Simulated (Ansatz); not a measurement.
LaB$_{2}$C$_{2}$:
```
CELL_PARAMETERS angstrom
      5.34132     0.00000     0.00000
      0.00000     5.34132     0.00000
      0.00000     0.00000     3.89070
ATOMIC_POSITIONS crystal
  La 0.00000 0.00000 0.00000
  La 0.50000 0.50000 0.00000
  B  0.36291 0.86291 0.50000
  B  0.13709 0.36291 0.50000
  B  0.63709 0.13709 0.50000
  B  0.86291 0.63709 0.50000
  C  0.16165 0.66165 0.50000
  C  0.33835 0.16165 0.50000
  C  0.83835 0.33835 0.50000
  C  0.66165 0.83835 0.50000
```

Relaxed with LDA. Special points in fractions of this cell's reciprocal vectors: Γ (0.000, 0.000, 0.000); X (0.000, 0.500, 0.000); M (0.500, 0.500, 0.000); Z (0.000, 0.000, 0.500); R (0.000, 0.500, 0.500); A (0.500, 0.500, 0.500).

### Question
List the band energies nearest the Fermi level at these points for LDA in the plane-wave PAW code Ansatz.

### Answer
In eV from the Fermi level; about four levels below and three above (degenerate sets whole), none deeper than 8.9 eV; points with the same levels are listed once.

| k | below | above |
|---|---|---|
| Γ | -2.08 -1.70 -1.70 -0.98 | 0.26 0.48 1.62 1.62 |
| X | -2.96 -2.96 -2.44 -2.44 | 0.54 0.54 1.09 1.09 |
| M | -3.69 -3.69 -1.68 -1.68 | 0.11 0.11 1.84 1.84 |
| Z | -1.80 -1.80 -1.52 -1.52 | 1.86 1.86 2.04 |
| R | -2.13 -2.13 -0.90 -0.90 | 2.20 2.20 2.22 2.22 |
| A | -3.93 -3.93 -2.96 -2.96 | 0.37 0.37 1.59 1.59 |

Space group P4/mbm. The workflow started from an entry of the Crystallography Open Database (COD), which files this formula under 2 space groups. Its standing as an ambient phase is unchecked. The cell was relaxed with LDA under the symmetry of its start; of distortions, only those at the zone centre were tested. Spin–orbit coupling is left out wherever it is not named.

Potentials: the later of the program's two PAW sets.
